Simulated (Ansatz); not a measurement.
## ²H nuclear quadrupole resonance in HO

Cell: an entry of the Crystallography Open Database (COD), taken as it stands.

```cif
data_HO
_symmetry_space_group_name_H-M 'P4_12_12'
_symmetry_Int_Tables_number 92
_cell_length_a 4.0600
_cell_length_b 4.0600
_cell_length_c 8.0000
_cell_angle_alpha 90.000
_cell_angle_beta 90.000
_cell_angle_gamma 90.000
loop_
_atom_site_label
_atom_site_type_symbol
_atom_site_symmetry_multiplicity
_atom_site_Wyckoff_symbol
_atom_site_fract_x
_atom_site_fract_y
_atom_site_fract_z
H H 8 b 0.9527 0.2838 0.1317
O O 8 b 0.0731 0.1670 0.2213
```

One atom of each set is listed.

The numbers come from a DFT calculation in Ansatz (PBE, plane waves and PAW, scalar-relativistic, 420 eV cutoff, Γ-centred 8×8×4 k-points, Fermi–Dirac smearing 0.05 eV).

²H: I = 1, Q = 2.858 mb (year-2017 value). Static lattice, zero field.

Question: The simulated lines lie at 0.0230, 0.156, 0.179 MHz. What are |C_Q|, η and |V_zz| at H?

Answer: For I = 1 the lines are ν± = (3/4)|C_Q|(1 ± η/3) and ν₀ = |C_Q|η/2. Here |C_Q| = 0.223 MHz, η = 0.21 and |V_zz| = 3.23 × 10²¹ V/m². The calculation gives V_zz positive; the lines don't show the sign. The site has 1 O at 0.99 Å; also 2 O at 1.82–1.93 Å.

At H V_zz points along its bond to O (within 1°).

The largest force is 0.4 eV/Å, so the atoms aren't at the calculated equilibrium and relaxing them would move these values.

Hardware: 1 thread of Arm Neoverse V2 (aarch64; 28 cores open to the job, memory cap 2.5 GiB, no GPU), a shared host with a load of 0.8 a core. Wall time 29 s, CPU time 29 s, peak memory 0.43 GiB.
